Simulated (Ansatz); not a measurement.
**Question.** Each is relaxed and computed with plane-wave PAW PBEsol (Ansatz code). Which is the only metal?
A. B4C, Cm (Pearson symbol mS30)
B. WC, zinc blende
C. SiBCN, P3m1 (B on 1b, Si on 1c, C on 1b, N on 1c)
D. LaN, zinc blende

**Answer.** B, WC, zinc blende. WC: metal; SiBCN: gap 2.40 eV (indirect); B4C: gap 2.82 eV (indirect); LaN: gap 1.07 eV (indirect). Typed or built starts, not in the databases checked: WC, zinc blende; SiBCN, P3m1 (B on 1b, Si on 1c, C on 1b, N on 1c); LaN, zinc blende. Not the usual ambient phase: WC, zinc blende. Standing as an ambient phase not checked: B4C, Cm (Pearson symbol mS30). All cells were relaxed under the symmetry of their starts (and spin orders); stability against distortions was not tested throughout. Named crystals with no word on spin ran without spin polarisation. Spin–orbit coupling is left out wherever it is not named.

Potentials: the earlier of the program's two PAW sets. The files were generated under PBE; for other functionals the program regenerates the frozen cores, and for LDA and PBEsol the local potential too.
